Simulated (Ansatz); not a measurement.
Al2O3 (corundum), relaxed and computed with several functionals in Ansatz (plane waves, PAW).

```
functional  a (Å)   c (Å)  V (Å³/atom)  gap (eV)  B₀ by P(V) fit (GPa)
----------  -----  ------  -----------  --------  --------------------
HSE06       4.753  12.979         8.46      8.16                   258
LDA         4.729  12.891         8.32      6.43                   257
r²SCAN      4.759  12.995         8.50      7.14                   256
```

All cells were relaxed under the symmetry of their starts (and spin orders); stability against distortions was not tested throughout.

Potentials: the later of the program's two PAW sets.

Ansatz (a quantum-chemistry and plane-wave program) is a plane-wave DFT program.
